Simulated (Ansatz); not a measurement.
CuCl (zinc blende)

```xyz
2
Lattice="0.0000 2.7120 2.7120 2.7120 0.0000 2.7120 2.7120 2.7120 0.0000" Properties=species:S:1:pos:R:3 pbc="T T T"
Cl     4.0680     4.0680     4.0680
Cu     0.0000     0.0000     0.0000
```

Grid over V/V₀ and (c/a)/(c/a)₀, subscript 0 meaning the relaxed cell; the conventional c axis lies along z; no internal relaxation.

Method: PBE (plane waves to 420 eV, PAW, scalar-relativistic; Ansatz, a quantum-chemistry and plane-wave program). k mesh 11×11×11 (Γ-centred), Fermi-Dirac smearing 0.05 eV. The energy includes the smearing's −TS. CuCl is run without spin polarisation. CuCl was relaxed with its symmetry unable to fall. The zero of ΔE is the relaxed starting cell.

Predict the ΔE (kJ/mol of atoms) at all points of the grid V/V₀ = 0.960, 0.973, 0.987, 1.000, 1.013, 1.027, 1.040 by (c/a)/(c/a)₀ = 0.960, 0.973, 0.987, 1.000, 1.013, 1.027, 1.040.

ΔE (kJ/mol of atoms), with V/V₀ across and (c/a)/(c/a)₀ down:

```
(c/a)/(c/a)₀ \ V/V₀  0.960  0.973  0.987  1.000  1.013  1.027  1.040
-------------------  -----  -----  -----  -----  -----  -----  -----
0.960                 0.58   0.29   0.13   0.08   0.14   0.29   0.53
0.973                 0.54   0.25   0.09   0.04   0.09   0.24   0.47
0.987                 0.52   0.23   0.06   0.01   0.06   0.21   0.44
1.000                 0.51   0.22   0.05   0.00   0.05   0.20   0.43
1.013                 0.52   0.23   0.06   0.01   0.06   0.21   0.44
1.027                 0.54   0.25   0.09   0.04   0.09   0.24   0.47
1.040                 0.57   0.29   0.13   0.08   0.13   0.28   0.52
```

(A scan under strain: stresses follow from slopes of the energy per volume, elastic moduli from its curvatures.)
